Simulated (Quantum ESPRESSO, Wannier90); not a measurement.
**Wannierisation of ZrS₂ (CdI2 type)**

```
begin unit_cell_cart
ang
    3.6913800628    0.0000000000    0.0000000000
   -1.8456900314    3.1968289094    0.0000000000
    0.0000000000    0.0000000000    6.0410800000
end unit_cell_cart
begin atoms_frac
Zr   0.0000000000  0.0000000000  0.0000000000
S   -0.3333333333  0.3333333333 -0.2379100000
S    0.3333333333 -0.3333333333  0.2379100000
end atoms_frac
```

Materials Project entry mp-1186; symmetrised, unrelaxed at this level. Not found in the COD (Crystallography Open Database) copy used; not checked further. Computed values, not measurements, from PBEsol: Quantum ESPRESSO (norm-conserving PseudoDojo potentials, cutoff 53 Ry, spinors with spin-orbit coupling) on a Γ-centred 6×6×4 mesh, then Wannier90. Density: 12×12×6 mesh, cold smearing 0.01 Ry. The cell is built of weakly bound layers, chains or molecules, whose nearest atoms lie 3.82 Å apart. Database cells relaxed without dispersion often hold them too far apart, which can enlarge gaps and weakens couplings between them; spacing and stacking were not compared with the measured crystal.

Bands 9-24 form an isolated set from -12.59 to 0.00 eV relative to the valence-band maximum (on the path) and are turned into 16 Wannier functions by minimising the spread from the start: SCDM (isolated).

Centres (Cartesian, Å; one of the equivalent choices) and spreads:

```tsv
n	x	y	z	spread (Å²)	nearest atom
1	-1.382	0.798	-1.027	1.816	S2
2	1.846	-1.601	1.027	1.816	S3
3	-2.309	0.798	-1.027	1.816	S2
4	1.383	-0.798	1.026	1.817	S3
5	0.000	-1.596	-1.026	1.816	S2
6	-1.382	-0.798	1.026	1.817	S3
7	1.846	-1.065	1.756	1.720	S3
8	-1.846	1.066	-1.756	1.720	S2
9	0.000	-1.596	-1.026	1.817	S2
10	0.000	1.596	1.026	1.816	S3
11	1.383	-0.798	1.026	1.817	S3
12	2.309	0.798	-1.027	1.817	S2
13	-1.383	-0.798	1.027	1.817	S3
14	1.382	0.798	-1.026	1.816	S2
15	0.000	2.131	1.756	1.720	S3
16	-1.846	1.066	-1.756	1.720	S2
```

Ω_I = 24.34 Å², Ω_total = 28.68 Å²; the interpolated bands follow pw.x to 9.1 meV rms on the path. It is the lowest total spread that any start reached here.
